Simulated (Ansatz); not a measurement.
Total density of states per atom from the program Ansatz at the PBEsol level (PAW), in 0.25 eV bins, energy from the Fermi level:

```
E (eV) | states/eV/atom
    -7.85 | ## 0.06
    -7.60 | #### 0.13
    -7.35 | ##### 0.17
    -7.10 | ###### 0.21
    -6.85 | ####### 0.24
    -6.60 | ######## 0.28
    -6.35 | ######### 0.32
    -6.10 | ########### 0.38
    -5.85 | ############## 0.48
    -5.60 | ############# 0.45
    -5.35 | ########### 0.40
    -5.10 | ########## 0.34
    -4.85 | ######## 0.28
    -4.60 | ###### 0.22
    -4.35 | # 0.05
    -4.10 | ### 0.10
    -3.85 | ######### 0.33
    -3.60 | ####################### 0.80
    -3.35 | ############## 0.51
    -3.10 | ########### 0.37
    -2.85 | ######### 0.30
    -2.60 | ####### 0.25
    -2.35 | ###### 0.21
    -2.10 | ##### 0.18
    -1.85 | ######### 0.32
    -1.60 | ################## 0.64
    -1.35 | ################ 0.58
    -1.10 | ################ 0.57
    -0.85 | ################# 0.61
    -0.60 | ################### 0.68
    -0.35 | ####################### 0.83
    -0.10 | ####################### 0.80
     0.15 | ##################### 0.75
     0.40 | #################### 0.70
     0.65 | ################### 0.67
     0.90 | ################## 0.63
     1.15 | ############## 0.49
     1.40 | ######### 0.31
     1.65 | ###### 0.20
     1.90 | #### 0.12
     2.15 | ### 0.11
     2.40 | ###### 0.22
     2.65 | ######## 0.29
     2.90 | ########### 0.37
     3.15 | ############# 0.46
     3.40 | ################ 0.57
     3.65 | ######################## 0.85
     3.90 | ########################### 0.94
     4.15 | #################### 0.70
     4.40 | ####################### 0.82
     4.65 | ############################## 1.06
```

Task: Pick the material that matches.
A. Al, diamond
B. AlFe, CsCl type
C. Sn, diamond
D. Ti2AlN, P6_3/mmc (Ti on 4f, Al on 2d, N on 2a)

Result: A, Al, diamond. Within 0.5 eV of the Fermi level: Al 3p 93 %, Al 3s 6 %. Projections are on Löwdin-orthogonalised atomic valence shells; empty p or d shells of many metals are not among them.

Space group Fd-3m (diamond). The start of the workflow was typed in or built on a structure type; neither database checked (COD, Materials Project) lists it. It is not the phase usual at ambient conditions (space group No. 225). The cell was relaxed with PBEsol under the symmetry of its start. At this level the phase is mechanically unstable.

Potentials: the later of the program's two PAW sets.
